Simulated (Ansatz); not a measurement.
A (001) slab of Sc (P6_3/mmc (No. 194)), 6 planes, outer planes Sc (top) and Sc (bottom), with 6 atoms (Sc6) in a surface cell of A = 9.300 Å², as cut from the bulk:

```
CELL_PARAMETERS angstrom
3.27692 0.00000 0.00000
-1.63846 2.83790 0.00000
0.00000 0.00000 27.70627
ATOMIC_POSITIONS crystal
Sc 0.66667 0.33333 0.27070
Sc 0.33333 0.66667 0.36242
Sc 0.66667 0.33333 0.45414
Sc 0.33333 0.66667 0.54586
Sc 0.66667 0.33333 0.63758
Sc 0.33333 0.66667 0.72930
```

All numbers below come from Ansatz, DFT PBEsol, scalar-relativistic, plane waves, PAW. Settings: cutoff 420 eV, Γ-centred mesh 12×12×1 on the computed 6-atom cell, Gaussian smearing of 0.10 eV; no spin polarisation. The cell repeats along c with a dipole correction in the vacuum.

Against the same 6 atoms in the bulk, the slab as cut lies 1.646 eV higher and the relaxed slab 1.633 eV higher.

Q: Work out the surface energy before and after relaxation.

A: The slab has two faces, so γ = (E_slab − N·E_bulk)/(2A), the mean of both. As cut: 1.646/(2 × 9.300) = 0.0885 eV/Å², and 1 eV/Å² = 16.02 J/m², so γ = 1.42 J/m². Relaxed: 1.633/(2 × 9.300) = 0.0878 eV/Å² = 1.41 J/m². Relaxation recovers 0.8 % of the cost of cutting.

Q: What is the ideal work of this cut, per area?

A: Griffith's ideal work is 2γ: 2.84 J/m² if the new faces stay rigid, 2.81 J/m² if they relax. One thickness was run, 6 planes, so γ can still shift with it.